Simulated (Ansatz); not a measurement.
# Guessed and relaxed cells of WCl4F2

This trial cell of WCl4F2 was written down by chemical analogy (P-1, No. 2). Its size is a guess.

start.xyz

```xyz
7
Lattice="5.7457 0.0000 0.0000 2.8728 4.9759 0.0000 2.8728 1.6586 5.2024" Properties=species:S:1:pos:R:3 pbc="T T T"
W     0.0000    0.0000    0.0000
Cl    6.7023    4.9776    3.9538
Cl    6.7052    1.6586    3.9538
Cl    4.7862    4.9759    1.2486
Cl    4.7890    1.6570    1.2486
F     3.6571    3.0171    4.1723
F     7.8342    3.6175    1.0301
```

Theory: DFT PBE, scalar-relativistic, plane waves, PAW in Ansatz 0.2.0. Cutoff 420 eV, Gaussian smearing, Γ-centred meshes. Cell and atoms relax first on a coarse mesh, the cell is then made exact in the group found at 0.06 to 0.08 Å, and last on a converged mesh; the steps can't lower the symmetry of their start. No spin polarisation.

end.xyz

```xyz
7
Lattice="6.4067 0.0000 0.0000 -2.8877 6.0069 0.0000 -2.9917 -2.0721 5.8614" Properties=species:S:1:pos:R:3 pbc="T T T"
W     0.0000    0.0000    0.0000
Cl   -0.7934    2.4700    4.6789
Cl    2.8242   -0.3785    4.4231
Cl   -2.2969    4.3134    1.4384
Cl    1.3208    1.4648    1.1825
F    -4.4298    3.5109    4.7653
F     4.9571    0.4239    1.0961
```

The symmetry stays P-1 (No. 2). The volume per atom grows by 51.7 %, from 21.2 to 32.2 Å³. The shortest distance goes from 1.88 Å (W–F) to 1.87 Å (W–F). The end is written in a standard setting, so origin, axes and order of atoms can differ from the start's.

```
Volume per atom                          : 32.2 Å³
Density                                  : 2.7 g/cm³
Energy over the elements                 : −1.520 eV/atom
Gap on the 6×6×6 mesh of the 7-atom cell : 1.82 eV
```

The zero of energy is the elements' standard structures at the same level (Cl₂, F₂ as molecules); no fitted shifts are applied. Whether it is stable depends on the other phases of the system, which aren't compared here.

The last run used Gaussian smearing of 0.02 eV. Weakly bound directions are ill-defined at this level, which has no dispersion term. Spin–orbit coupling, which can matter for W, is left out. Kohn–Sham gaps at this level usually fall short of measured ones. A later test with randomly moved atoms came back to the same energy, though modes that don't fit the test's cell weren't probed.
